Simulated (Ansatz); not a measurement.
# MgMn2V2O8: Quadrupolar parameters

The cell is a Materials Project structure (computed, not necessarily an observed phase), taken as it stands.

```
Mg Mn V O
1.0
     6.52531    0.00000    0.00000
     0.00000    2.91444    4.44921
     0.00000   -2.91444    4.44921
Mg Mn V O
1 2 2 8
Direct
  0.00000 0.66110 0.66110
  0.25765 0.00211 0.00211
  0.74235 0.00211 0.00211
  0.50000 0.64416 0.64416
  0.00000 0.35081 0.35081
  0.20658 0.23760 0.23760
  0.00000 0.72206 0.24538
  0.00000 0.24538 0.72206
  0.50000 0.28674 0.77544
  0.79342 0.23760 0.23760
  0.72568 0.75494 0.75494
  0.50000 0.77544 0.28674
  0.27432 0.75494 0.75494
```

Atom numbers follow the list; atoms alike are taken as one site, whose name carries the number of the first.

Level of theory: DFT, PBE+U (U = 4.9 eV on Mn d), plane waves and PAW, scalar-relativistic, collinear spin, 420 eV cutoff, Γ-centred 4×5×5 k-points, Fermi–Dirac smearing 0.02 eV (Ansatz 0.2.0). Start moments as typed (μB): 0 5 -5 0 0 0 0 0 0 0 0 0 0 by atom.

C_Q = eQV_zz/h, which is 24.18 MHz for Q = 1 b and V_zz = 10²¹ V/m²; η = (V_xx − V_yy)/V_zz. ν_Q = 3|C_Q|/[2I(2I − 1)].

25Mg: I = 5/2, Q = 199.4 mb; ⁵⁵Mn: I = 5/2, Q = 330.0 mb; 51V: I = 7/2, Q = -52.00 mb; O-17: I = 5/2, Q = -25.58 mb. Nuclear quadrupole moments: year-2017 set (Pyykkö).

| site | atoms (order as listed) | first shell | C_Q (MHz) | η | ν_Q (MHz) |
| --- | --- | --- | --- | --- | --- |
| Mg | 1 | 4 O at 1.98–2.10 Å; also 6 O at 3.25–3.28 Å | -10.9 | 0.66 | 1.64 |
| Mn | 2, 3 | 6 O at 2.12–2.28 Å | -13.6 | 0.29 | 2.04 |
| V4 | 4 | 4 O at 1.74–1.77 Å | 2.80 | 0.51 | 0.200 |
| V5 | 5 | 4 O at 1.68–1.82 Å | -5.52 | 0.24 | 0.395 |
| O6 | 6, 10 | 1 V at 1.68 Å, 1 Mn at 2.12 Å, angle 136°; also 2 Mg at 3.28 Å | 1.36 | 0.02 | 0.205 |
| O7 | 7, 8 | 1 V at 1.82 Å, 1 Mg at 2.10 Å, 2 Mn at 2.28 Å; also 1 Mg at 3.25 Å | 1.31 | 0.74 | 0.197 |
| O9 | 9, 12 | 1 V at 1.74 Å, 2 Mn at 2.19 Å | 2.30 | 0.71 | 0.345 |
| O11 | 11, 13 | 1 V at 1.77 Å, 1 Mg at 1.98 Å, 1 Mn at 2.20 Å | 2.57 | 0.58 | 0.386 |

At O9 and O11 V_zz stands upright on the plane through its three neighbours (within 2°) in each case. At O6 V_zz points along the bisector of its two bonds (within 10°).

The largest force is 1.1 eV/Å, so the atoms aren't at the calculated equilibrium and relaxing them would move these values. The magnetic order is the one that the run reached from its start moments, not necessarily the measured one.
